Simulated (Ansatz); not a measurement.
Input and output for rocksalt MgO (100), 3 layers: DFT, LDA, all-electron LAPW, scalar-relativistic (Ansatz 0.2.0).

The slab is cut from a bulk crystal relaxed on PAW files (its atoms may have been relaxed since), whose type needn't be the stable one.

Command: `ansatz run input.yaml --threads 2 --pin off --max-ram 4096MiB --backend cpu --events-out ev --progress --plain --runs-dir out` It took 100 s on 2 threads of Arm Neoverse N1, on a shared host, peak memory 0.56 GiB.

```yaml
crystal:
  lattice:
    - [2.9410256062, 0.0, 0.0]
    - [0.0, 2.9410256062, 0.0]
    - [0.0, 0.0, 20.1592]
  atoms:
    - { symbol: Mg, position: [0.25, 0.25, 0.3968401946] }
    - { symbol: O, position: [0.75, 0.75, 0.3968401946] }
    - { symbol: Mg, position: [0.75, 0.75, 0.5] }
    - { symbol: O, position: [0.25, 0.25, 0.5] }
    - { symbol: Mg, position: [0.25, 0.25, 0.6031598054] }
    - { symbol: O, position: [0.75, 0.75, 0.6031598054] }
kpoints:
  mp_grid: { grid: [10, 10, 1] }
scf:
  occupations: { method: fermi_dirac, width: 0.02 }
hamiltonian:
  xc: lda
  pseudopotentials: { kind: all_electron, lapw: { basis_error: 0.001 } }
output:
  forces: true
  stress: true
  eigenvalues: true
  populations: true
  dos: { projected: true, de: 0.2, e_range: [-14, 8] }
efield:
  axis: 3
  amplitude: 0
  dipole_correction: true
```

Output:

```
Mg: projections on atomic orbitals take those of the free atom 1s2 2s2 2p6 3s2, of charge +0.00 (hamiltonian.pseudopotentials.projection_atoms)
O: projections on atomic orbitals take those of the free atom 1s2 2s2 2p4, of charge +0.00 (hamiltonian.pseudopotentials.projection_atoms)
LAPW: plane waves up to 9.190 Å⁻¹, error target 1.0e-3 eV per atom; small_component_spin mean_spin; O in spheres of 1.020 Å, 8 of its electrons in bands, Dirac shells []; Mg in spheres of 1.059 Å, 10 of its electrons in bands, Dirac shells [] (how accurate: hamiltonian.pseudopotentials.lapw.basis_error, Limitations)
Engine: ansatz 0.2.0
Pseudopotentials: kind: all_electron
Pseudopotential: Mg, LAPW, valence charge 10, lapw/all_electron/scalar/gaussian/Mg, Koelling and Harmon's equation, gaussian nucleus
Pseudopotential: O, LAPW, valence charge 8, lapw/all_electron/scalar/gaussian/O, Koelling and Harmon's equation, gaussian nucleus
Functional definition: SPW92
  exchange = slater_x
  correlation = pw_c
Crystal: 6 atoms, lattice volume = 174.370 Å³
Basis set: ecut = 321.7550556256822 eV, 2311 PW (Γ), exchange–correlation at level 2
Bands: 33, of which v1, the nominal top of the filled ones, is band 27 counted from 1 (26 counted from 0)
Symmetry: 8 space group operations
k-points: 21 of 100
Non-local potential: Mg, projectors of the file, none
Non-local potential: O, projectors of the file, none
Initial density: superposition of atomic densities (neutral atoms: chi_scale 0, normalization atom)
Initial wavefunctions: plane waves of lowest kinetic energy (no species holds an atomic orbital)
Functional: x = slater, c = lda
iter 1 solved again at ethr=1.90e-2 eV; its pass at ethr=1.00e-1 eV (dr2=1.03e1 eV) is discarded
SCF iter   1: F=—  HF=-22411.211543 eV  |F-HF|=—  |Δ(HF+E_count)|=         —  Δρ=6.41e-2  dr2=1.02e1  ethr=1.90e-2  p=0.000 e·Å  D=7.44e-16 V/Å  ΔV_dip=-0.00 eV  dr2_dipole=1.06e-12  V_vac-E_F(+/−)=9.51/9.51 eV  ⟨swp⟩=2.4  Hψ=4655  notcnv=0
efield: sawtooth ramp at fractional position 0.9500 (placed from the atoms, in the widest stretch of the axis that holds none; the zero of the levels goes with the place), width 0.1000; the density the first Hamiltonian is built on has a dipole p = -0.000 e·Å; the dipole correction subtracts the counter field D = -7.62e-14 V/Å, which shifts the + side's vacuum level by +0.00 eV against the − side's; the planar-averaged density in the ramp window peaks in size at 3.5e-6 e/Å³
preconditioner: auto → Resta (q_TF=auto, 2.244 Å⁻¹)  ε∞=1.7  [insulator: Δε(μ)=7.218 eV  Ē_g=16.631 eV  σ=0.020 eV  W_gap=1.00  n_scr=34 (ndim 8)  ℏωp=13.8 eV  f_vac=0.603  D(μ)=0.00/eV (n_scr^D=0)  ε∞_Penn≈1.7  vacuum switching on, ρ_ref=2.0e-2 e/Å³]
iter 2 solved again at ethr=2.82e-4 eV; its pass at ethr=1.90e-2 eV (dr2=1.52e-1 eV) is discarded
SCF iter   2: F=—  HF=-22405.843503 eV  |F-HF|=—  |Δ(HF+E_count)|=    5.37e0  Δρ=1.26e-2  dr2=1.53e-1  ethr=2.82e-4  p=0.000 e·Å  D=6.33e-7 V/Å  ΔV_dip=-0.00 eV  dr2_dipole=3.12e-11  V_vac-E_F(+/−)=4.16/4.16 eV  ⟨swp⟩=3.3  Hψ=3969  notcnv=0  defer=3
SCF iter   3: F=—  HF=-22404.961613 eV  |F-HF|=—  |Δ(HF+E_count)|=   8.82e-1  Δρ=1.25e-2  dr2=4.72e-1  ethr=2.82e-4  p=-0.000 e·Å  D=-1.13e-6 V/Å  ΔV_dip=0.00 eV  dr2_dipole=1.31e-11  V_vac-E_F(+/−)=4.73/4.73 eV  ⟨swp⟩=3.5  Hψ=2458  notcnv=0
SCF iter   4: F=—  HF=-22404.869649 eV  |F-HF|=—  |Δ(HF+E_count)|=         —  Δρ=4.67e-3  dr2=4.71e-2  ethr=2.82e-4  p=0.000 e·Å  D=3.93e-6 V/Å  ΔV_dip=-0.00 eV  dr2_dipole=8.40e-11  V_vac-E_F(+/−)=3.36/3.36 eV  ⟨swp⟩=4.2  Hψ=2537  notcnv=0
the basis was enlarged: its passes take 230.1 KiB over the memory plan, 2 of 2 planned eigensolver slots
SCF iter   5: F=—  HF=-22404.830510 eV  |F-HF|=—  |Δ(HF+E_count)|=   3.91e-2  Δρ=1.57e-3  dr2=1.26e-2  ethr=8.73e-5  p=0.000 e·Å  D=1.44e-6 V/Å  ΔV_dip=-0.00 eV  dr2_dipole=1.32e-11  V_vac-E_F(+/−)=3.32/3.32 eV  ⟨swp⟩=3.0  Hψ=2278  notcnv=0  defer=1
SCF iter   6: F=—  HF=-22404.830563 eV  |F-HF|=—  |Δ(HF+E_count)|=   5.26e-5  Δρ=1.43e-3  dr2=1.47e-2  ethr=2.33e-5  p=-0.000 e·Å  D=-2.79e-6 V/Å  ΔV_dip=0.00 eV  dr2_dipole=4.40e-11  V_vac-E_F(+/−)=3.76/3.76 eV  ⟨swp⟩=3.8  Hψ=2490  notcnv=0
SCF iter   7: F=—  HF=-22404.826686 eV  |F-HF|=—  |Δ(HF+E_count)|=   3.88e-3  Δρ=6.01e-4  dr2=2.79e-3  ethr=2.33e-5  p=-0.000 e·Å  D=-8.05e-7 V/Å  ΔV_dip=0.00 eV  dr2_dipole=2.98e-12  V_vac-E_F(+/−)=3.63/3.63 eV  ⟨swp⟩=3.0  Hψ=2158  notcnv=0
SCF iter   8: F=—  HF=-22404.825897 eV  |F-HF|=—  |Δ(HF+E_count)|=   7.89e-4  Δρ=1.69e-4  dr2=2.13e-4  ethr=5.16e-6  p=-0.000 e·Å  D=-9.77e-7 V/Å  ΔV_dip=0.00 eV  dr2_dipole=5.88e-12  V_vac-E_F(+/−)=3.55/3.55 eV  ⟨swp⟩=3.0  Hψ=2244  notcnv=0
SCF iter   9: F=—  HF=-22404.825831 eV  |F-HF|=—  |Δ(HF+E_count)|=   6.63e-5  Δρ=2.51e-5  dr2=4.95e-6  ethr=3.94e-7  p=0.000 e·Å  D=7.10e-7 V/Å  ΔV_dip=-0.00 eV  dr2_dipole=2.54e-12  V_vac-E_F(+/−)=3.52/3.52 eV  ⟨swp⟩=3.0  Hψ=2169  notcnv=0
SCF iter  10: F=-22404.825829 eV  HF=-22404.825829 eV  |F-HF|=1.03e-8  |Δ(HF+E_count)|=   1.68e-6  Δρ=1.71e-6  dr2=3.09e-8  ethr=9.17e-9  p=-0.000 e·Å  D=-2.52e-7 V/Å  ΔV_dip=0.00 eV  dr2_dipole=3.62e-13  V_vac-E_F(+/−)=3.52/3.52 eV  ⟨swp⟩=3.0  Hψ=2164  notcnv=0
SCF 1 converged in 10 iterations: F = -22404.825829 eV  dr2 = 3.09e-8
SCF converged after 10 iterations
Free energy (F): -22404.825829 eV
Harris-Foulkes:  -22404.825829 eV  (|F-HF|=1.03e-8)
Internal energy: -22404.825829 eV  (E = F + TS)
E sigma→0 (E₀):  -22404.825829 eV
Fermi energy:    0.569424 eV
Dipole field:    D = -0.000000 V/Å  (p = -0.000000 e·Å, saw-weighted, corrected)
Work function:   Φ+ = 3.5200 eV   Φ− = 3.5200 eV
Levels:          The Fermi level and band energies are counted from a zero that moves with the ramp; work functions are not
--- Per-component energies (eV) ---
  E_band       = -4312.720433
  E_kinetic    = 22378.609117
  E_xc         = -1942.379079
  E_efield     = 0.000000  (sawtooth field / dipole correction)
  E_electrostatic = -42841.055868  (all electrons and nuclei)
  E_smearing   = -0.000000  (= −TS)
  E_closure    = 0.000000  (closes the sum)
  E_atoms      = -22366.328870  (free atoms, spherical and without spin; not in F)
  Σ components = -22404.825829   (vs F -22404.825829, Δ=0.00e0)
  Basis errors (estimates in eV, not in F): energy 4.3e-4 per atom: plane waves 4.0e-4 (2.4e-4 summed), levels above the bands 7.0e-141, relativity 5.1e-9, radial functions 3.7e-5, core shells 5.5e-11; eigenvalues (radial functions only) 2.8e-6; not estimated: angular momenta, meshes, grids; target (lapw.basis_error) 1.0e-3; muffin-tin radii O 1.020 Å, Mg 1.059 Å
--- Forces (eV/Å), atoms counted from 1 ---
  atom   1  Mg     0.00000000     0.00000000     0.38048002
  atom   2  O     -0.00000000    -0.00000000    -0.40513497
  atom   3  Mg     0.00000000     0.00000000     0.00000131
  atom   4  O     -0.00000000     0.00000000    -0.00000128
  atom   5  Mg    -0.00000000     0.00000000    -0.38047723
  atom   6  O      0.00000000     0.00000000     0.40513326
  max |Σ_I F_I| component: 1.11e-6 eV/Å
--- Stress (GPa, compression-positive) ---
       -3.408721       0.000000      -0.000000
        0.000000      -3.408721       0.000000
       -0.000000       0.000000       0.095027
  P = ⅓ Tr σ = -2.2408 GPa (-22.408 kbar)
--- Band table (eV; the first three rows and the last of 21) ---
  k-point 0: bands = ["-500.2849", "-500.2849", "-500.2097", "-72.9274", "-72.9273", "-72.3014", "-40.4212", "-40.4212", "-40.3022", "-40.3022", "-40.3019", "-40.3019", "-39.7375", "-39.7161", "-39.7161", "-17.8677", "-17.0768", "-16.5667", "-4.6346", "-3.2541", "-2.1822", "-2.1822", "-1.9317", "-1.5998", "-1.5998", "-1.1436", "-1.1436", "2.2573", "2.7362", "4.1572", "4.8888", "5.2951", "6.8651"]
  k-point 1: bands = ["-500.2849", "-500.2849", "-500.2097", "-72.9270", "-72.9270", "-72.3010", "-40.4209", "-40.4206", "-40.3073", "-40.3072", "-40.3016", "-40.3013", "-39.7370", "-39.7214", "-39.7155", "-17.7932", "-17.0217", "-16.5396", "-4.5812", "-3.3876", "-2.3546", "-2.3354", "-2.1554", "-1.5934", "-1.5459", "-1.4695", "-1.1640", "2.5397", "2.8721", "4.3563", "5.0646", "5.5262", "6.9869"]
  k-point 2: bands = ["-500.2849", "-500.2849", "-500.2097", "-72.9261", "-72.9261", "-72.3001", "-40.4200", "-40.4191", "-40.3211", "-40.3207", "-40.2999", "-40.2997", "-39.7356", "-39.7353", "-39.7138", "-17.5841", "-16.8728", "-16.4760", "-4.5104", "-3.8983", "-3.0104", "-2.7934", "-2.0781", "-2.0711", "-1.5767", "-1.4360", "-1.2244", "3.1620", "3.2631", "4.9178", "5.5661", "6.1516", "7.2460"]
  k-point 20: bands = ["-500.2849", "-500.2849", "-500.2097", "-72.9200", "-72.9200", "-72.2938", "-40.4121", "-40.4109", "-40.3452", "-40.3452", "-40.3446", "-40.3446", "-39.7603", "-39.7603", "-39.7290", "-16.4652", "-16.1667", "-16.1248", "-4.9012", "-4.9012", "-3.9036", "-3.9036", "-2.8555", "-2.8555", "-2.7044", "-2.0030", "-1.7482", "7.2050", "7.5059", "8.5201", "8.5201", "9.5832", "9.5832"]
--- Löwdin populations: 6 sites ---
  site symbol       q [e]
     0     Mg     10.4582
     1      O      9.3545
     2     Mg     10.4933
     3      O      9.3623
     4     Mg     10.4582
     5      O      9.3545
  spilling = 0.008651 (of n_electrons = 60.000000)
```

populations.tsv:

```
# site	symbol	l	j	q
# orbitals = lowdin
# n_electrons = 60.000000
# spilling = 0.008651
# projection_atom_Mg: 1s2 2s2 2p6 3s2
# projection_atom_O: 1s2 2s2 2p4
0	Mg	0_1S	-	1.999886
0	Mg	0_2S	-	1.990869
0	Mg	0_3S	-	0.468916
0	Mg	1_2P	-	5.998557
1	O	0_1S	-	1.999192
1	O	0_2S	-	1.852025
1	O	1_2P	-	5.503248
2	Mg	0_1S	-	1.999850
2	Mg	0_2S	-	1.987318
2	Mg	0_3S	-	0.507927
2	Mg	1_2P	-	5.998166
3	O	0_1S	-	1.999090
3	O	0_2S	-	1.839337
3	O	1_2P	-	5.523875
4	Mg	0_1S	-	1.999886
4	Mg	0_2S	-	1.990869
4	Mg	0_3S	-	0.468916
4	Mg	1_2P	-	5.998557
5	O	0_1S	-	1.999192
5	O	0_2S	-	1.852025
5	O	1_2P	-	5.503248
```

Next run (atoms relaxed), as changes to the input before:

```diff
   atoms:
-    - { symbol: Mg, position: [0.25, 0.25, 0.3968401946] }
-    - { symbol: O, position: [0.75, 0.75, 0.3968401946] }
-    - { symbol: Mg, position: [0.75, 0.75, 0.5] }
-    - { symbol: O, position: [0.25, 0.25, 0.5] }
-    - { symbol: Mg, position: [0.25, 0.25, 0.6031598054] }
-    - { symbol: O, position: [0.75, 0.75, 0.6031598054] }
+    - { symbol: Mg, position: [0.25, 0.25, 0.3977374705] }
+    - { symbol: O, position: [0.75, 0.75, 0.3958008403] }
+    - { symbol: Mg, position: [0.75, 0.75, 0.5000000009] }
+    - { symbol: O, position: [0.25, 0.25, 0.4999999986] }
+    - { symbol: Mg, position: [0.25, 0.25, 0.6022625296] }
+    - { symbol: O, position: [0.75, 0.75, 0.6041991602] }
 kpoints:
   eigenvalues: true
-  populations: true
-  dos: { projected: true, de: 0.2, e_range: [-14, 8] }
+relax:
+  f_tol: 0.01
+  max_steps: 12
 efield:
```

Results part of the output:

```
SCF converged after 3 iterations
Free energy (F): -22404.841043 eV
Harris-Foulkes:  -22404.841043 eV  (|F-HF|=3.40e-8)
Internal energy: -22404.841043 eV  (E = F + TS)
E sigma→0 (E₀):  -22404.841043 eV
Fermi energy:    0.484063 eV
Dipole field:    D = -0.000000 V/Å  (p = -0.000000 e·Å, saw-weighted, corrected)
Work function:   Φ+ = 3.6911 eV   Φ− = 3.6911 eV
Levels:          The Fermi level and band energies are counted from a zero that moves with the ramp; work functions are not
--- Per-component energies (eV) ---
  E_band       = -4322.730650
  E_kinetic    = 22378.599168
  E_xc         = -1942.395581
  E_efield     = 0.000000  (sawtooth field / dipole correction)
  E_electrostatic = -42841.044631  (all electrons and nuclei)
  E_smearing   = -0.000000  (= −TS)
  E_closure    = 0.000000  (closes the sum)
  E_atoms      = -22366.328870  (free atoms, spherical and without spin; not in F)
  Σ components = -22404.841043   (vs F -22404.841043, Δ=0.00e0)
  Basis errors (estimates in eV, not in F): energy 4.4e-4 per atom: plane waves 4.1e-4 (2.5e-4 summed), levels above the bands 5.5e-143, relativity 6.5e-9, radial functions 3.3e-5, core shells 1.4e-10; eigenvalues (radial functions only) 1.3e-5; not estimated: angular momenta, meshes, grids; target (lapw.basis_error) 1.0e-3; muffin-tin radii O 0.978 Å, Mg 1.022 Å
--- Forces (eV/Å), atoms counted from 1 ---
  atom   1  Mg    -0.00000000    -0.00000000    -0.00732831
[... lines left out ...]
  atom   5  Mg     0.00000000     0.00000000     0.00732344
  atom   6  O      0.00000000     0.00000000     0.00477662
  max |Σ_I F_I| component: 5.56e-6 eV/Å
--- Stress (GPa, compression-positive) ---
       -3.388190       0.000000      -0.000000
        0.000000      -3.388190       0.000000
       -0.000000       0.000000       0.047711
  P = ⅓ Tr σ = -2.2429 GPa (-22.429 kbar)
--- Band table (eV; the first three rows and the last of 21) ---
  k-point 0: bands = ["-500.5447", "-500.4007", "-500.4007", "-73.0324", "-73.0323", "-72.6411", "-40.5275", "-40.5268", "-40.4081", "-40.4081", "-40.4076", "-40.4076", "-40.0713", "-40.0571", "-40.0571", "-18.1264", "-17.1784", "-16.7681", "-4.9009", "-3.3434", "-2.4382", "-2.4382", "-2.0902", "-1.7004", "-1.7004", "-1.3489", "-1.3489", "2.2904", "2.8145", "4.2206", "4.9608", "5.2557", "6.7813"]
  k-point 1: bands = ["-500.5447", "-500.4007", "-500.4007", "-73.0320", "-73.0319", "-72.6407", "-40.5268", "-40.5266", "-40.4132", "-40.4130", "-40.4075", "-40.4070", "-40.0708", "-40.0624", "-40.0565", "-18.0538", "-17.1232", "-16.7389", "-4.8503", "-3.5221", "-2.5369", "-2.4545", "-2.4137", "-1.7599", "-1.6941", "-1.6342", "-1.3666", "2.5870", "2.9576", "4.4217", "5.1400", "5.4702", "6.8986"]
  k-point 2: bands = ["-500.5447", "-500.4007", "-500.4007", "-73.0311", "-73.0310", "-72.6397", "-40.5260", "-40.5251", "-40.4272", "-40.4266", "-40.4057", "-40.4054", "-40.0761", "-40.0693", "-40.0549", "-17.8511", "-16.9740", "-16.6681", "-4.7781", "-4.1176", "-3.0881", "-2.9149", "-2.3441", "-2.2826", "-1.6774", "-1.6403", "-1.4186", "3.2394", "3.3605", "4.9908", "5.6461", "6.0437", "7.1537"]
  k-point 20: bands = ["-500.5447", "-500.4007", "-500.4007", "-73.0249", "-73.0249", "-72.6335", "-40.5177", "-40.5163", "-40.4515", "-40.4515", "-40.4503", "-40.4503", "-40.1010", "-40.1010", "-40.0637", "-16.8264", "-16.2635", "-16.2246", "-5.1373", "-5.1373", "-4.0077", "-4.0077", "-3.0861", "-3.0861", "-3.0559", "-2.0919", "-1.8414", "7.1747", "7.4878", "8.2899", "8.2899", "9.6386", "9.6386"]
--- Relaxed structure (2 steps of the walk, 2 accepted, 0 SCFs on fresh bases) ---
  F+E_penalty+E_count = -22404.84104344 eV   max|allowed force component| = 7.327e-3 eV/Å
  atoms:
    - { symbol: Mg, position: [0.25, 0.25, 0.39770762909086266] }
    - { symbol: O, position: [0.75, 0.75, 0.39577819647540574] }
    - { symbol: Mg, position: [0.75, 0.75, 0.4999999994304612] }
    - { symbol: O, position: [0.25, 0.25, 0.5000000064449945] }
    - { symbol: Mg, position: [0.25, 0.25, 0.6022923710862121] }
    - { symbol: O, position: [0.75, 0.75, 0.6042217975720641] }
```

Next run (field of 0.3 V/Å along the normal), as changes to the input before:

```diff
   eigenvalues: true
-relax:
-  f_tol: 0.01
-  max_steps: 12
 efield:
   axis: 3
-  amplitude: 0
+  amplitude: 0.3
   dipole_correction: true
```

Results part of the output:

```
SCF 1 converged in 11 iterations: F = -22404.852548 eV  dr2 = 1.93e-8
SCF converged after 11 iterations
Free energy (F): -22404.852548 eV
Harris-Foulkes:  -22404.852548 eV  (|F-HF|=3.01e-9)
Internal energy: -22404.852548 eV  (E = F + TS)
E sigma→0 (E₀):  -22404.852548 eV
Fermi energy:    0.367256 eV
Dipole field:    D = 0.078816 V/Å  (p = 0.075949 e·Å, saw-weighted, corrected)
Work function:   not extracted (applied field tilts the vacuum); planar V_es + V_field profile in the machine report
Levels:          The Fermi level and band energies are counted from a zero that moves with the ramp; work functions are not
--- Per-component energies (eV) ---
  E_band       = -4323.072386
  E_kinetic    = 22378.633575
  E_xc         = -1942.400115
  E_efield     = -0.019787  (sawtooth field / dipole correction)
  E_electrostatic = -42841.066222  (all electrons and nuclei)
  E_smearing   = -0.000000  (= −TS)
  E_closure    = 0.000000  (closes the sum)
  E_atoms      = -22366.328870  (free atoms, spherical and without spin; not in F)
  Σ components = -22404.852548   (vs F -22404.852548, Δ=0.00e0)
  Basis errors (estimates in eV, not in F): energy 4.5e-4 per atom: plane waves 4.1e-4 (2.4e-4 summed), levels above the bands 3.3e-149, relativity 5.4e-9, radial functions 4.1e-5, core shells 7.6e-11; eigenvalues (radial functions only) 1.7e-5; not estimated: angular momenta, meshes, grids; target (lapw.basis_error) 1.0e-3; muffin-tin radii O 1.011 Å, Mg 1.051 Å
--- Forces (eV/Å), atoms counted from 1 ---
  atom   1  Mg     0.00000000    -0.00000000     0.14379963
  atom   2  O     -0.00000000     0.00000000    -0.16295507
  atom   3  Mg     0.00000000    -0.00000000     0.17813867
  atom   4  O     -0.00000000     0.00000000    -0.17772974
  atom   5  Mg     0.00000000     0.00000000     0.17276862
  atom   6  O     -0.00000000     0.00000000    -0.15409366
  max |Σ_I F_I| component: 7.16e-5 eV/Å
--- Stress (GPa, compression-positive) ---
       -3.372167       0.000000      -0.000000
        0.000000      -3.372167       0.000000
       -0.000000       0.000000       0.073065
  P = ⅓ Tr σ = -2.2238 GPa (-22.238 kbar)
--- Band table (eV; the first three rows and the last of 21) ---
  k-point 0: bands = ["-500.5945", "-500.5526", "-500.2207", "-73.1972", "-72.8773", "-72.6472", "-40.6903", "-40.5734", "-40.5734", "-40.3740", "-40.2524", "-40.2524", "-40.0771", "-40.0632", "-40.0632", "-18.1451", "-17.2257", "-16.7238", "-4.9166", "-3.3631", "-2.4594", "-2.4594", "-2.0780", "-1.7520", "-1.7520", "-1.2972", "-1.2972", "2.0025", "2.9636", "3.4413", "4.9962", "5.5222", "6.7954"]
  k-point 1: bands = ["-500.5945", "-500.5526", "-500.2207", "-73.1969", "-72.8769", "-72.6468", "-40.6899", "-40.5786", "-40.5727", "-40.3736", "-40.2578", "-40.2517", "-40.0765", "-40.0684", "-40.0626", "-18.0724", "-17.1738", "-16.6914", "-4.8658", "-3.5422", "-2.5606", "-2.4667", "-2.4348", "-1.7814", "-1.7496", "-1.5850", "-1.3111", "2.2342", "3.1896", "3.6141", "5.2093", "5.7132", "6.9165"]
  k-point 2: bands = ["-500.5945", "-500.5526", "-500.2207", "-73.1959", "-72.8760", "-72.6459", "-40.6887", "-40.5923", "-40.5711", "-40.3724", "-40.2717", "-40.2500", "-40.0821", "-40.0750", "-40.0610", "-17.8696", "-17.0369", "-16.6085", "-4.7930", "-4.1370", "-3.1392", "-2.8921", "-2.3650", "-2.2752", "-1.7465", "-1.6279", "-1.3498", "2.7657", "3.7446", "4.1278", "5.7856", "6.2264", "7.1851"]
  k-point 20: bands = ["-500.5945", "-500.5526", "-500.2207", "-73.1898", "-72.8698", "-72.6396", "-40.6805", "-40.6163", "-40.6163", "-40.3633", "-40.2957", "-40.2957", "-40.1069", "-40.1069", "-40.0698", "-16.8351", "-16.4342", "-16.0672", "-5.1563", "-5.1563", "-4.0243", "-4.0243", "-3.0713", "-3.0713", "-3.0648", "-2.1971", "-1.7495", "6.9994", "7.6485", "8.2548", "8.2548", "9.5794", "9.5794"]
```

The cell is 1×1, so reconstructions are forbidden.
